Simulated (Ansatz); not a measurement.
**Course of a relaxation: CsHf₂B₄**

The cell of CsHf₂B₄ is invented: random cell by space group and Wyckoff sites (P6/mmm, No. 191). Its size is a rough estimate.

```
Cs Hf B
1.0
     4.05490    0.00000    0.00000
    -2.02745    3.51165    0.00000
     0.00000    0.00000    8.12258
Cs Hf B
1 2 4
Direct
  0.00000 0.00000 0.00000
  0.00000 0.00000 0.63196
  0.00000 0.00000 0.36804
  0.33333 0.66667 0.21180
  0.33333 0.66667 0.78820
  0.66667 0.33333 0.78820
  0.66667 0.33333 0.21180
```

Computed with DFT PBE, scalar-relativistic, plane waves, PAW (Ansatz). Cutoff 420 eV, Gaussian smearing, Γ-centred meshes. Cell and atoms relax first on a coarse mesh and then on a finer one. In between, the cell is made exact in the group found at 0.06 Å. In metals the finer mesh still leaves noise of several meV/atom or more. The steps can't lower the symmetry of their start. No spin polarisation.

Steps on the 6×6×2 mesh (7 atoms, 16 steps). The free energy counts from the last step; some steps are skipped; the plane-wave basis is renewed at times, which shifts energy and pressure.

```tsv
step	ΔF (meV/atom)	V (Å³/atom)	P (GPa)	largest force component (eV/Å)
1	2077.7	16.52	-1.45	8.718
3	1082.5	15.83	3.05	1.013
4	841.3	15.82	3.52	0.498
6	421.0	15.40	0.91	0.712
8	107.2	14.23	2.77	0.694
9	85.9	14.66	-0.60	0.622
11	77.9	14.53	0.09	0.014
13	1.0	15.01	0.14	0.205
14	0.5	15.10	0.10	0.046
16	0.0	15.10	0.03	0.003
```

The relaxed structure, after a last relaxation on the converged mesh:

```cif
data_structure
_symmetry_space_group_name_H-M 'P6/mmm'
_symmetry_Int_Tables_number 191
_cell_length_a 3.2178
_cell_length_b 3.2178
_cell_length_c 11.8149
_cell_angle_alpha 90.000
_cell_angle_beta 90.000
_cell_angle_gamma 120.000
_cell_volume 105.94
loop_
_atom_site_label
_atom_site_type_symbol
_atom_site_symmetry_multiplicity
_atom_site_Wyckoff_symbol
_atom_site_fract_x
_atom_site_fract_y
_atom_site_fract_z
_atom_site_occupancy
Cs1 Cs 1 a 0.00000 0.00000 0.00000 1
Hf1 Hf 2 e 0.00000 0.00000 0.63306 1
B1 B 4 h 0.33333 0.66667 0.23723 1
```

The symmetry stays P6/mmm (No. 191). The volume per atom shrinks by 8.4 %, from 16.5 to 15.1 Å³. The shortest distance goes from 2.14 Å (Hf–Hf) to 1.86 Å (B–B). The ratio c/a of the conventional cell changes by a factor of 1.83. The energy falls by about 2.1 eV/atom (the start's value is from the coarse mesh). Cs has 6 Cs at 3.22 Å, 12 B at 3.36 Å and 2 Hf at 4.34 Å; Hf has 6 B at 2.41 Å, 7 Hf at 3.14–3.22 Å, 6 B at 4.02 Å and 1 Cs at 4.34 Å; B is surrounded by 3 B at 1.86 Å, 3 Hf at 2.41 Å, 6 B at 3.22 Å and 3 Cs at 3.36 Å.

| Property | Result |
| --- | --- |
| Volume per atom | 15.13 Å³ |
| Density | 8.36 g/cm³ |
| Formation energy | −0.05 eV/atom |
| Gap on the 12×12×4 mesh of the 7-atom cell | 0 eV (a metal) |

The zero of energy is the elements' standard structures at the same level; no fitted shifts are applied.

The last run used Gaussian smearing of 0.10 eV. Spin–orbit coupling, which can matter for Hf, is left out. The cell is a metal run without spin; a magnetic state may lie lower. Symmetry constrained the relaxation, so the result can be a saddle point. In all, the 3 runs took 2.7 min on 1 thread of Arm Neoverse V2 (shared host).
